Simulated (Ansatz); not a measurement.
Input, command and steps of an Ansatz relaxation.

```yaml
crystal:
  lattice:
    - [3.933714, 0.0, 0.0]
    - [0.0, 3.933714, 0.0]
    - [0.0, 0.0, 9.827602]
  atoms:
    - { symbol: Ba, position: [0.5, 0.5, 0.695597] }
    - { symbol: Ba, position: [0.5, 0.5, 0.304403] }
    - { symbol: Cu, position: [0.0, 0.0, 0.5], spin: 0.16 }
    - { symbol: Hg, position: [0.0, 0.0, 0.0] }
    - { symbol: O, position: [0.0, 0.0, 0.794971] }
    - { symbol: O, position: [0.0, 0.0, 0.205029] }
    - { symbol: O, position: [0.0, 0.5, 0.5], spin: 0.05 }
    - { symbol: O, position: [0.5, 0.0, 0.5], spin: 0.05 }
basis:
  ecutwfc: 500
kpoints:
  mp_grid: { grid: [10, 10, 4] }
hamiltonian:
  xc: r2scan
scf:
  occupations: { method: gaussian, width: 0.1 }
output:
  forces: true
  stress: true
  eigenvalues: true
  populations: true
  write_density: true
  write_potential: true
  elf: true
  volumetric_format: npy
magnetization:
  spin_polarized: true
relax:
  adjacent_minimum: "off"
  f_tol: 0.005
  max_steps: 80
  cell: { stress_tol: 0.05 }
```

```bash
ansatz run input.yaml --threads 2 --pin off --max-ram 5120MiB --backend cpu --events-out ev --progress --plain --runs-dir out
```

These are results of DFT r2SCAN, scalar-relativistic, plane waves, PAW (Ansatz), not measurements.

Of 6 frames 6 are shown, positions in Å and forces in eV/Å; the SCF threshold varies from step to step. Steps run on the plane waves of an earlier cell, with a Pulay correction in the pressure. The basis is chosen afresh for the last frame, the zero of the energies, and at times for earlier ones too; energy and pressure step there, also at an unchanged geometry. The mark taken_back stands on steps that the optimiser undid.

```xyz
8
Lattice="3.9337 0.0000 0.0000 0.0000 3.9337 0.0000 0.0000 0.0000 9.8276" Properties=species:S:1:pos:R:3:forces:R:3 pbc="T T T" step=1 free_energy_over_end_meV_per_atom=10.11 pressure_GPa=-3.66
Ba    1.9669    1.9669    6.8361    0.0000    0.0000   -0.2575
Ba    1.9669    1.9669    2.9916    0.0000    0.0000    0.2575
Cu    0.0000    0.0000    4.9138    0.0000    0.0000    0.0000
Hg    0.0000    0.0000    0.0000    0.0000    0.0000    0.0000
O     0.0000    0.0000    7.8127    0.0000    0.0000    0.5267
O     0.0000    0.0000    2.0149    0.0000    0.0000   -0.5267
O     0.0000    1.9669    4.9138    0.0000    0.0000    0.0000
O     1.9669    0.0000    4.9138    0.0000    0.0000    0.0000
8
Lattice="3.8893 0.0000 0.0000 0.0000 3.8893 0.0000 0.0000 0.0000 9.4307" Properties=species:S:1:pos:R:3:forces:R:3 pbc="T T T" step=2 free_energy_over_end_meV_per_atom=30.40 pressure_GPa=3.45 taken_back
Ba    1.9446    1.9446    6.4587    0.0000    0.0000    1.8522
Ba    1.9446    1.9446    2.9720    0.0000    0.0000   -1.8522
Cu    0.0000    0.0000    4.7154    0.0000    0.0000    0.0000
Hg    0.0000    0.0000    0.0000    0.0000    0.0000    0.0000
O     0.0000    0.0000    7.4479    0.0000    0.0000    0.0168
O     0.0000    0.0000    1.9828    0.0000    0.0000   -0.0168
O     0.0000    1.9446    4.7154    0.0000    0.0000    0.0000
O     1.9446    0.0000    4.7154    0.0000    0.0000    0.0000
8
Lattice="3.8818 0.0000 0.0000 0.0000 3.8818 0.0000 0.0000 0.0000 9.6342" Properties=species:S:1:pos:R:3:forces:R:3 pbc="T T T" step=3 free_energy_over_end_meV_per_atom=0.11 pressure_GPa=-0.16
Ba    1.9409    1.9409    6.7219    0.0000    0.0000   -0.1813
Ba    1.9409    1.9409    2.9123    0.0000    0.0000    0.1813
Cu    0.0000    0.0000    4.8171    0.0000    0.0000    0.0000
Hg    0.0000    0.0000    0.0000    0.0000    0.0000    0.0000
O     0.0000    0.0000    7.6535    0.0000    0.0000    0.1042
O     0.0000    0.0000    1.9807    0.0000    0.0000   -0.1042
O     0.0000    1.9409    4.8171    0.0000    0.0000    0.0000
O     1.9409    0.0000    4.8171    0.0000    0.0000    0.0000
8
Lattice="3.8782 0.0000 0.0000 0.0000 3.8782 0.0000 0.0000 0.0000 9.6849" Properties=species:S:1:pos:R:3:forces:R:3 pbc="T T T" step=4 free_energy_over_end_meV_per_atom=-0.17 pressure_GPa=0.08
Ba    1.9391    1.9391    6.7364    0.0000    0.0000    0.0579
Ba    1.9391    1.9391    2.9485    0.0000    0.0000   -0.0579
Cu    0.0000    0.0000    4.8424    0.0000    0.0000    0.0000
Hg    0.0000    0.0000    0.0000    0.0000    0.0000    0.0000
O     0.0000    0.0000    7.7093    0.0000    0.0000   -0.0516
O     0.0000    0.0000    1.9756    0.0000    0.0000    0.0516
O     0.0000    1.9391    4.8424    0.0000    0.0000    0.0000
O     1.9391    0.0000    4.8424    0.0000    0.0000    0.0000
8
Lattice="3.8814 0.0000 0.0000 0.0000 3.8814 0.0000 0.0000 0.0000 9.6582" Properties=species:S:1:pos:R:3:forces:R:3 pbc="T T T" step=5 free_energy_over_end_meV_per_atom=-0.27 pressure_GPa=0.00
Ba    1.9407    1.9407    6.7237    0.0000    0.0000   -0.0034
Ba    1.9407    1.9407    2.9345    0.0000    0.0000    0.0034
Cu    0.0000    0.0000    4.8291    0.0000    0.0000    0.0000
Hg    0.0000    0.0000    0.0000    0.0000    0.0000    0.0000
O     0.0000    0.0000    7.6809    0.0000    0.0000    0.0032
O     0.0000    0.0000    1.9773    0.0000    0.0000   -0.0032
O     0.0000    1.9407    4.8291    0.0000    0.0000    0.0000
O     1.9407    0.0000    4.8291    0.0000    0.0000    0.0000
8
Lattice="3.8814 0.0000 0.0000 0.0000 3.8814 0.0000 0.0000 0.0000 9.6582" Properties=species:S:1:pos:R:3:forces:R:3 pbc="T T T" step=6 free_energy_over_end_meV_per_atom=0.00 pressure_GPa=0.00
Ba    1.9407    1.9407    6.7237    0.0000    0.0000   -0.0032
Ba    1.9407    1.9407    2.9345    0.0000    0.0000    0.0032
Cu    0.0000    0.0000    4.8291    0.0000    0.0000    0.0000
Hg    0.0000    0.0000    0.0000    0.0000    0.0000    0.0000
O     0.0000    0.0000    7.6809    0.0000    0.0000    0.0029
O     0.0000    0.0000    1.9773    0.0000    0.0000   -0.0029
O     0.0000    1.9407    4.8291    0.0000    0.0000    0.0000
O     1.9407    0.0000    4.8291    0.0000    0.0000    0.0000
```

The run took 14 min on 2 threads of Arm Neoverse V1 (shared host), peak memory 1.3 GiB.

The state reached may not be the lowest one. Spin-orbit coupling is left out, which matters for the bands of heavy elements.